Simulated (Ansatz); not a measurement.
BAs (zinc blende, F-43m), the program Ansatz at the PBE level (PAW). The conduction-band minimum lies on the Γ–X line, 80 % of the way from Γ, with 6 equivalent valleys. Second derivatives d²E/dk² of the lowest band at one valley (eV·Å²), along Cartesian directions:

| direction | d²E/dk² |
|---|---|
| [100] | 6.939 |
| [010] | 35.24 |
| [001] | 35.24 |
| [110] | 21.09 |
| [101] | 21.09 |
| [011] | 35.17 |

### Question
Find the principal effective masses, the density-of-states mass and the conductivity mass.

### Answer
Off-diagonal terms follow from H_xy = H[110] − (H_xx + H_yy)/2, and m*/mₑ = 7.620 eV·Å² over each eigenvalue: 0.22, 0.22, 1.1. One valley's DOS mass (m₁m₂m₃)^(1/3) = 0.37, conductivity mass 3/(Σ 1/mᵢ) = 0.30 mₑ.

### Question
What effective density of states Nc follows at 300 K for parabolic valleys?

### Answer
Nc = 2.509e19 × 6 × (0.37)^(3/2) ≈ 3.4e19 cm⁻³.

### Question
With the computed static dielectric constant 9.94 (mean of the diagonal), estimate a hydrogenic donor's binding energy and radius.

### Answer
E = 13.606 eV × 0.30/9.94² ≈ 41 meV; a = 0.529 Å × ε/m* ≈ 18 Å. Semilocal masses tend to be too small where the gap is.

### Question
With ε∞ = 9.86 and ω_LO = 680 cm⁻¹, what Fröhlich coupling constant follows?

### Answer
α = (1/ε∞ − 1/ε0) √(m* × 13.606 eV/ħω_LO) = 0.0057.

Symmetry was held in the PBE relaxation; phonons on a q-mesh show no instability. Spin–orbit coupling is left out wherever it is not named.

Potentials: the later of the program's two PAW sets.
